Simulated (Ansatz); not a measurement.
FeCo3:
```xyz
4
Lattice="3.5371 0.0000 0.0000 0.0000 3.5371 0.0000 0.0000 0.0000 3.5371" Properties=species:S:1:pos:R:3 pbc="T T T"
Fe     0.0000     0.0000     0.0000
Co     1.7686     1.7686     0.0000
Co     0.0000     1.7686     1.7686
Co     1.7686     0.0000     1.7686
```
The run is spin-polarised; directions of the spins, atom by atom: ↑ ↑ ↑ ↑.

Relaxed with r²SCAN.

Which orbitals make up the states near the Fermi level in r²SCAN (plane waves, PAW; program Ansatz)?

Within 0.5 eV of the Fermi level: Co 3d 72 %, Fe 3d 15 %, Co 4s 7 %. Projections are on Löwdin-orthogonalised atomic valence shells; empty p or d shells of many metals are not among them.

Tabulate the density of states.

States/eV per cell of 4 atoms, in 0.25 eV bins, energy from the Fermi level.

```
E (eV)  total  Co 3d  Fe 3d  Co 4s
------  -----  -----  -----  -----
-7.85    0.40   0.01   0.00   0.28
-7.60    0.45   0.01   0.01   0.31
-7.35    0.50   0.02   0.01   0.34
-7.10    0.56   0.03   0.01   0.38
-6.85    0.62   0.05   0.02   0.41
-6.60    0.70   0.08   0.03   0.44
-6.35    0.83   0.12   0.05   0.49
-6.10    1.33   0.39   0.18   0.57
-5.85    2.56   1.13   0.51   0.69
-5.60    2.91   1.41   0.62   0.65
-5.35    3.49   1.88   0.80   0.57
-5.10    4.31   2.63   0.97   0.45
-4.85    4.13   2.55   0.93   0.42
-4.60    4.82   2.87   1.33   0.39
-4.35    4.32   2.84   0.94   0.33
-4.10    4.51   2.86   1.07   0.35
-3.85    5.66   3.73   1.31   0.37
-3.60    7.29   5.11   1.51   0.38
-3.35    9.08   6.59   1.84   0.34
-3.10    8.71   6.49   1.64   0.26
-2.85    7.85   5.87   1.53   0.14
-2.60    8.13   6.11   1.56   0.11
-2.35    6.74   4.99   1.23   0.12
-2.10    7.40   5.28   1.49   0.16
-1.85    6.48   4.76   1.16   0.15
-1.60    8.09   6.29   1.34   0.12
-1.35    7.17   5.39   1.37   0.14
-1.10    4.11   2.90   0.88   0.15
-0.85    3.92   2.86   0.72   0.17
-0.60    5.38   3.96   1.01   0.18
-0.35    3.76   2.76   0.59   0.19
-0.10    2.29   1.50   0.37   0.21
0.15     2.46   1.68   0.37   0.21
0.40     3.41   2.59   0.41   0.19
0.65     3.27   2.51   0.37   0.17
0.90     2.98   2.19   0.37   0.19
1.15     3.86   2.54   0.88   0.19
1.40     5.78   3.26   2.03   0.20
1.65     5.06   2.77   1.78   0.21
1.90     5.09   2.34   2.21   0.24
2.15     3.81   1.70   1.54   0.25
2.40     1.93   0.79   0.49   0.29
2.65     1.61   0.62   0.24   0.35
2.90     0.93   0.22   0.14   0.20
3.15     0.85   0.16   0.14   0.15
3.40     1.15   0.23   0.24   0.18
3.65     1.22   0.24   0.23   0.22
3.90     1.06   0.20   0.16   0.20
4.15     0.95   0.16   0.12   0.17
4.40     0.89   0.14   0.10   0.16
4.65     0.83   0.12   0.08   0.14
```

Space group Pm-3m (Cu3Au type). The first step of the workflow began from a Materials Project structure, measured or hypothetical; the Crystallography Open Database copy checked does not list it. Whether it is the stable phase at ambient conditions was not checked. The cell was relaxed with r²SCAN under the symmetry of its start; its stability against distortions is not shown here. Magnetic state: ferromagnetic, chosen from 5 collinear starts compared on coarse meshes (ties went to the first, and starts can fall back to one state), not a proven ground state. Other orbital occupations within this spin state were not tried.

Potentials: the later of the program's two PAW sets.
